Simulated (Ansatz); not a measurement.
System: Ge (diamond type, first atom moved by 0.06 Å along [111]), 2 atoms in the cell.

```
CELL_PARAMETERS angstrom
0.00000 2.88000 2.88000
2.88000 0.00000 2.88000
2.88000 2.88000 0.00000
ATOMIC_POSITIONS crystal
Ge 0.00601 0.00601 0.00601
Ge 0.25000 0.25000 0.25000
```

Code and potentials: Ansatz PAW hard set, 700 eV. Settings: k-mesh 4×4×4 Γ-centred; Fermi–Dirac smearing of 0.05 eV; no spin polarisation. For HSE06: exchange singularity: Wigner-Seitz. For PBE0: exchange singularity: Wigner-Seitz.

One run gave:

* Pressure: -2.35 GPa

```json
{"atom": "Ge1", "Fx (eV/Å)": "-0.436", "Fy (eV/Å)": "-0.436", "Fz (eV/Å)": "-0.436"}
{"atom": "Ge2", "Fx (eV/Å)": "0.436", "Fy (eV/Å)": "0.436", "Fz (eV/Å)": "0.436"}
```

**Question.** Which level of theory was it?
A. PBE0
B. HSE06
C. PBE

**Answer.** B. All runs:

```csv
level,pressure (GPa),rms force (eV/Å)
PBE,1.19,0.529
HSE06,-2.35,0.756
PBE0,-2.75,0.775
```

The stress includes the program's correction for the finite plane-wave basis.

The k-mesh is coarse, so these values belong to this mesh and can lie far from the converged ones. Potentials made with PBE were used with another functional (at least in: Ansatz PAW hard set, 700 eV (HSE06); Ansatz PAW hard set, 700 eV (PBE0)).
